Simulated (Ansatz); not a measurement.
Relaxed Bi$_{2}$Te$_{3}$ (Bi2Te3 type, space group R-3m):

```
Bi2Te3
1.0
    2.15783     1.24582     9.87406
   -2.15783     1.24582     9.87406
    0.00000    -2.49164     9.87406
Bi Te
2 3
Cartesian
  0.00000   0.00000  11.87027
  0.00000   0.00000  17.75190
  0.00000   0.00000   0.00000
  0.00000   0.00000   6.14379
  0.00000   0.00000  23.47838
```

Level of theory: PBEsol-D3(BJ) (plane waves to 420 eV, PAW, scalar-relativistic; Ansatz, a program for electronic structure). k mesh 7×7×7 (Γ-centred), Fermi-Dirac smearing 0.05 eV. Bi2Te3 was relaxed with its symmetry unable to fall. Spin-orbit coupling is left out, though Bi and Te are heavy. The PAW data are Ansatz's earlier set.

One atom of the cell was then moved (with its periodic images), all else fixed, and the forces (eV/Å) came out as:

| atom | Fx | Fy | Fz |
|---|---|---|---|
| Bi1 | 0.000 | 0.000 | 0.449 |
| Bi2 | 0.000 | 0.000 | -0.094 |
| Te3 | 0.000 | 0.000 | -0.094 |
| Te4 | 0.000 | 0.000 | 0.000 |
| Te5 | 0.000 | 0.000 | -0.262 |

Q: Which atom was moved, and by which vector (Å)?

A: Bi1, by (0.00, 0.00, -0.06), 0.06 Å in all.

(For displaced atoms, the force is minus the slope of the energy, and its curvature is a force constant, which sets phonon frequencies.)
